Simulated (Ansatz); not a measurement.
W:
```
W
1.0
   -1.58447     1.58447     1.58447
    1.58447    -1.58447     1.58447
    1.58447     1.58447    -1.58447
W
1
Direct
  0.00000   0.00000   0.00000
```

Relaxed with r²SCAN.

Q: Map the electron localisation function on the plane through (0.000, 0.000, 0.000) spanned by u = [1, 1, 0] and v = [1, -1, 0] in lattice vectors, from r²SCAN (plane waves, PAW; program Ansatz).

A: x is the fraction of u, y of v (the angle between them is 90°; rows are the nearest grid lines); atoms in the plane: W at (0.00, 0.00), W at (0.50, 0.50).
```
| :#%+..-+-..+%#: |
|:=%@+..=+=..+@%=:|
|%@@%=.:+*+:.=%@@%|
|@@@*-:=+*+=:-*@@@|
|**+=-=+++++=-=+**|
|----===---===----|
|--===-------===--|
|+++=-=+***+=-=+++|
|*+=:-*@@@@@*-:=+*|
|*+:.=%@@%@@%=.:+*|
|+=..+@%=:=%@+..=+|
|+-..+%#: :#%+..-+|
|+=..+@%=:=%@+..=+|
|*+:.=%@@%@@%=.:+*|
|*+=:-*@@@@@*-:=+*|
|+++=-=+***+=-=+++|
|--===-------===--|
|----===---===----|
|**+=-=+++++=-=+**|
|@@@*-:=+*+=:-*@@@|
|%@@%=.:+*+:.=%@@%|
|:=%@+..=+=..+@%=:|
| :#%+..-+-..+%#: |
```
Scale: ten equal steps from 0.044 (start of ' ') to 0.729 (end of '@'), in the order ' .:-=+*#%@'; x runs from 0.000 to 1.00, y from 0.000 (bottom) to 1.00 (top).

The density is the valence pseudo-density with augmentation charge, so density and ELF within about 1 Å of a nucleus are not all-electron values.

Space group Im-3m (bcc (W type)). The r²SCAN relaxation kept the symmetry of its start. No spin polarisation was allowed. Spin–orbit coupling is left out wherever it is not named.

Potentials: the earlier of the program's two PAW sets.
